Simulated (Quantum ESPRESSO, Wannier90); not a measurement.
**Wannierisation of TaS₂ (R-3m)**

Structure: Materials Project mp-555037, symmetrised, not relaxed again. COD (Crystallography Open Database) has the formula in 4 space groups, this one among them (matched by group alone). Level: PBEsol, no spin polarisation, no spin-orbit coupling; pw.x of Quantum ESPRESSO at 47 Ry with PseudoDojo potentials, 10×10×10 k-points, Wannier90. Density: 10×10×10 mesh, cold smearing 0.01 Ry. The cell is built of weakly bound layers, chains or molecules, whose nearest atoms lie 3.85 Å apart. Database cells relaxed without dispersion often hold them too far apart, which can enlarge gaps and weakens couplings between them; spacing and stacking were not compared with the measured crystal. Spin-orbit coupling is left out although heavy elements are present.

On the energy scale of pw.x, whose zero is arbitrary, the Fermi level lies at 9.00 eV.

Input w.win:

```
num_bands = 21
num_wann = 11
exclude_bands = 1-6
num_iter = 800
conv_tol = 1.0e-6
conv_window = 4
dis_num_iter = 1000
dis_conv_tol = 1.0e-6
dis_froz_max = 10.50
write_hr = true
write_u_matrices = true
begin projections
Ta: d
S: p
end projections
begin unit_cell_cart
ang
   -1.6917200017    2.9301449951    0.0000000000
   -3.3834400034    0.0000000000    0.0000000000
   -1.6917200017    0.9767149984    6.3514130000
end unit_cell_cart
begin atoms_frac
Ta   0.0000000000  0.0000000000  0.0000000000
S    0.2538730000  0.2538730000  0.2383810000
S   -0.2538730000 -0.2538730000 -0.2383810000
end atoms_frac
mp_grid = 10 10 10
begin kpoints
0.0000000000 0.0000000000 0.0000000000
0.0000000000 0.0000000000 0.1000000000
0.0000000000 0.0000000000 0.2000000000
... (997 more lines: the 10x10x10 mesh through Gamma)
end kpoints
```

Input of pw2wannier90.x that gives the overlap and projection files (equivalent; here they were cut from one run over all bands):

```
&inputpp
  outdir = './out'
  prefix = 'pwscf'
  seedname = 'w'
  write_amn = .true.
  write_mmn = .true.
/
```

Output w.wout (banner and timings cut):

```
                                    ------
                                    SYSTEM
                                    ------

                              Lattice Vectors (Ang)
                    a_1    -1.691720   2.930145   0.000000
                    a_2    -3.383440   0.000000   0.000000
                    a_3    -1.691720   0.976715   6.351413

                   Unit Cell Volume:      62.96772  (Ang^3)

                        Reciprocal-Space Vectors (Ang^-1)
                    b_1     0.000000   2.144326  -0.329753
                    b_2    -1.857041  -1.072163  -0.329753
                    b_3     0.000000   0.000000   0.989258

 *----------------------------------------------------------------------------*
 |   Site       Fractional Coordinate          Cartesian Coordinate (Ang)     |
 +----------------------------------------------------------------------------+
 | ta   1   0.00000   0.00000   0.00000   |   -0.00000   0.00000   0.00000    |
 | s    1   0.25387   0.25387   0.23838   |   -1.69172   0.97671   1.51406    |
 | s    2  -0.25387  -0.25387  -0.23838   |    1.69172  -0.97671  -1.51406    |
 *----------------------------------------------------------------------------*
                                ------------
                                K-POINT GRID
                                ------------

             Grid size = 10 x 10 x 10      Total points = 1000

 *---------------------------------- MAIN ------------------------------------*
 |  Number of Wannier Functions               :                11             |
 |  Number of Objective Wannier Functions     :                11             |
 |  Number of input Bloch states              :                21             |
 |  Output verbosity (1=low, 5=high)          :                 1             |
 |  Timing Level (1=low, 5=high)              :                 1             |
 |  Optimisation (0=memory, 3=speed)          :                 3             |
 |  Length Unit                               :               Ang             |
 |  Post-processing setup (write *.nnkp)      :                 F             |
 |  Using Gamma-only branch of algorithms     :                 F             |
 *----------------------------------------------------------------------------*
 *------------------------------- WANNIERISE ---------------------------------*
 |  Total number of iterations                :               800             |
 |  Number of CG steps before reset           :                 5             |
 |  Trial step length for line search         :             2.000             |
 |  Convergence tolerence                     :         0.100E-05             |
 |  Convergence window                        :                 4             |
 |  Iterations between writing output         :                 1             |
 |  Iterations between backing up to disk     :               100             |
 |  Write r^2_nm to file                      :                 F             |
 |  Write xyz WF centres to file              :                 F             |
 |  Write on-site energies <0n|H|0n> to file  :                 F             |
 |  Use guiding centre to control phases      :                 F             |
 |  Use phases for initial projections        :                 F             |
 *----------------------------------------------------------------------------*
 *------------------------------- DISENTANGLE --------------------------------*
 |  Using band disentanglement                :                 T             |
 |  Total number of iterations                :              1000             |
 |  Mixing ratio                              :             0.500             |
 |  Convergence tolerence                     :         1.000E-06             |
 |  Convergence window                        :                 3             |
 *----------------------------------------------------------------------------*
 *-------------------------------- PLOTTING ----------------------------------*
 |  Plotting Hamiltonian in WF basis          :                 T             |
 *----------------------------------------------------------------------------*

 *---------------------------------- K-MESH ----------------------------------*
 +----------------------------------------------------------------------------+
 |                    Distance to Nearest-Neighbour Shells                    |
 |                    ------------------------------------                    |
 |          Shell             Distance (Ang^-1)          Multiplicity         |
 |          -----             -----------------          ------------         |
 |             1                   0.098926                      2            |
 |             2                   0.197852                      2            |
 |             3                   0.216953                      6            |
 |             4                   0.224345                      6            |
 |             5                   0.251752                      6            |
 |             6                   0.270491                      6            |
 |             7                   0.296777                      2            |
 |             8                   0.315059                      6            |
       ... (lines left out)
 +----------------------------------------------------------------------------+
 | The b-vectors are chosen automatically                                     |
 | The following shells are used:                       1,  3                 |
 +----------------------------------------------------------------------------+
 |                        Shell   # Nearest-Neighbours                        |
 |                        -----   --------------------                        |
 |                          1               2                                 |
 |                          2               6                                 |
 +----------------------------------------------------------------------------+
 | Completeness relation is fully satisfied [Eq. (B1), PRB 56, 12847 (1997)]  |
 +----------------------------------------------------------------------------+
 |                  b_k Vectors (Ang^-1) and Weights (Ang^2)                  |
 |                  ----------------------------------------                  |
 |            No.         b_k(x)      b_k(y)      b_k(z)        w_b           |
 |            ---        --------------------------------     --------        |
 |             1         0.000000    0.000000    0.098926    48.675333        |
 |             2         0.000000    0.000000   -0.098926    48.675333        |
 |             3        -0.185704   -0.107216   -0.032975     7.249319        |
 |             4         0.000000    0.214433   -0.032975     7.249319        |
 |             5        -0.185704    0.107216    0.032975     7.249319        |
 |             6         0.185704    0.107216    0.032975     7.249319        |
 |             7         0.000000   -0.214433    0.032975     7.249319        |
 |             8         0.185704   -0.107216   -0.032975     7.249319        |
 +----------------------------------------------------------------------------+
 |                           b_k Directions (Ang^-1)                          |
 |                           -----------------------                          |
 |            No.           x           y           z                         |
 |            ---        --------------------------------                     |
 |             1         0.000000    0.000000    0.098926                     |
 |             2        -0.185704   -0.107216   -0.032975                     |
 |             3         0.000000    0.214433   -0.032975                     |
 |             4        -0.185704    0.107216    0.032975                     |
 +----------------------------------------------------------------------------+

 Starting a new Wannier90 calculation ...

 Reading overlaps from w.mmn

 Reading projections from w.amn

 *------------------------------- DISENTANGLE --------------------------------*
 +----------------------------------------------------------------------------+
 |                              Energy  Windows                               |
 |                              ---------------                               |
 |                   Outer:    2.23794  to   24.81542  (eV)                   |
 |                   Inner:    2.23794  to   10.50000  (eV)                   |
 +----------------------------------------------------------------------------+
   Number of target bands to extract:   11

                   Unitarised projection of Wannier functions
                   ------------------------------------------
   A_mn = <psi_m|g_n> --> S = A.A^+ --> U = S^-1/2.A
   In dis_project... done
   Using an inner window (linner = T)
   In dis_proj_froz... done

                   Extraction of optimally-connected subspace
                   ------------------------------------------
 +---------------------------------------------------------------------+<-- DIS
 |  Iter     Omega_I(i-1)      Omega_I(i)      Delta (frac.)           |<-- DIS
 +---------------------------------------------------------------------+<-- DIS
       1      20.43292617      19.73337881       3.545E-02    <-- DIS
       2      19.79054905      19.50064021       1.487E-02    <-- DIS
       3      19.58132946      19.33818794       1.257E-02    <-- DIS
       4      19.40384138      19.21112175       1.003E-02    <-- DIS
       5      19.26004737      19.10853259       7.929E-03    <-- DIS
       6      19.14386764      19.02400218       6.301E-03    <-- DIS
       ... (lines left out)
     101      18.41394841      18.41414246      -1.054E-05    <-- DIS
       ... (lines left out)
     176      18.41282856      18.41284697      -1.000E-06    <-- DIS
     177      18.41282596      18.41284390      -9.739E-07    <-- DIS
     178      18.41282346      18.41284092      -9.486E-07    <-- DIS

             <<<      Delta < 1.000E-06  over  3 iterations     >>>
             <<< Disentanglement convergence criteria satisfied >>>

        Final Omega_I    18.41284092 (Ang^2)

 +----------------------------------------------------------------------------+

 Writing checkpoint file w.chk... done

 *------------------------------- WANNIERISE ---------------------------------*
 +--------------------------------------------------------------------+<-- CONV
 | Iter  Delta Spread     RMS Gradient      Spread (Ang^2)            |<-- CONV
 +--------------------------------------------------------------------+<-- CONV

 ------------------------------------------------------------------------------
 Initial State
  WF centre and spread    1  ( -0.000002,  0.000001,  0.000003 )     1.85324750
  WF centre and spread    2  ( -0.000005, -0.000022, -0.000032 )     1.73331417
  WF centre and spread    3  (  0.000008,  0.000009, -0.000040 )     1.73363085
  WF centre and spread    4  (  0.000014,  0.000025, -0.000018 )     1.82920052
  WF centre and spread    5  ( -0.000017, -0.000022, -0.000028 )     1.82929789
  WF centre and spread    6  ( -1.691720,  0.976714,  1.600973 )     1.74994622
  WF centre and spread    7  ( -1.691742,  0.951395,  1.433479 )     1.73753608
  WF centre and spread    8  ( -1.691720,  1.002213,  1.433487 )     1.73752495
  WF centre and spread    9  (  1.691697, -0.976707, -1.600993 )     1.74993107
  WF centre and spread   10  (  1.691742, -0.951407, -1.433557 )     1.73746742
  WF centre and spread   11  (  1.691745, -1.002209, -1.433541 )     1.73749025
  Sum of centres and spreads (  0.000001, -0.000010, -0.000266 )    19.42858692

      0     0.194E+02     0.0000000000       19.4285869235  <-- CONV
        O_D=      0.0080963 O_OD=      1.0076497 O_TOT=     19.4285869 <-- SPRD
 ------------------------------------------------------------------------------
      1    -0.297E-01     0.0877675023       19.3988510357  <-- CONV
        O_D=      0.0080454 O_OD=      0.9779647 O_TOT=     19.3988510 <-- SPRD
      2    -0.307E-01     0.1372049813       19.3681590075  <-- CONV
        O_D=      0.0080004 O_OD=      0.9473177 O_TOT=     19.3681590 <-- SPRD
      3    -0.276E-01     0.1216355033       19.3405422105  <-- CONV
        O_D=      0.0078090 O_OD=      0.9198923 O_TOT=     19.3405422 <-- SPRD
      4    -0.221E-01     0.1193586248       19.3183944751  <-- CONV
        O_D=      0.0075425 O_OD=      0.8980111 O_TOT=     19.3183945 <-- SPRD
      5    -0.153E-01     0.1017631282       19.3031437406  <-- CONV
        O_D=      0.0072942 O_OD=      0.8830086 O_TOT=     19.3031437 <-- SPRD
       ... (lines left out)
     44    -0.858E-06     0.0007249660       19.2670152990  <-- CONV
        O_D=      0.0065565 O_OD=      0.8476178 O_TOT=     19.2670153 <-- SPRD
     45    -0.696E-06     0.0006758356       19.2670146029  <-- CONV
        O_D=      0.0065560 O_OD=      0.8476176 O_TOT=     19.2670146 <-- SPRD
     46    -0.560E-06     0.0006285104       19.2670140425  <-- CONV
        O_D=      0.0065555 O_OD=      0.8476176 O_TOT=     19.2670140 <-- SPRD
             <<<     Delta < 1.000E-06  over  4 iterations     >>>
             <<< Wannierisation convergence criteria satisfied >>>
 Final State
  WF centre and spread    1  ( -0.000003,  0.000001,  0.000007 )     1.86180360
  WF centre and spread    2  (  0.000000, -0.000021, -0.000040 )     1.77165318
  WF centre and spread    3  (  0.000009,  0.000006, -0.000049 )     1.77134349
  WF centre and spread    4  (  0.000017,  0.000032, -0.000018 )     1.85897761
  WF centre and spread    5  ( -0.000022, -0.000029, -0.000028 )     1.85905240
  WF centre and spread    6  ( -1.691720,  0.976678,  1.604894 )     1.70159687
  WF centre and spread    7  ( -1.691737,  0.951180,  1.433321 )     1.68525341
  WF centre and spread    8  ( -1.691721,  1.002452,  1.433333 )     1.68524220
  WF centre and spread    9  (  1.691698, -0.976671, -1.604910 )     1.70161998
  WF centre and spread   10  (  1.691738, -0.951190, -1.433394 )     1.68523358
  WF centre and spread   11  (  1.691742, -1.002449, -1.433383 )     1.68523771
  Sum of centres and spreads (  0.000001, -0.000010, -0.000267 )    19.26701404

         Spreads (Ang^2)       Omega I      =    18.412840924
        ================       Omega D      =     0.006555533
                               Omega OD     =     0.847617585
    Final Spread (Ang^2)       Omega Total  =    19.267014043
```
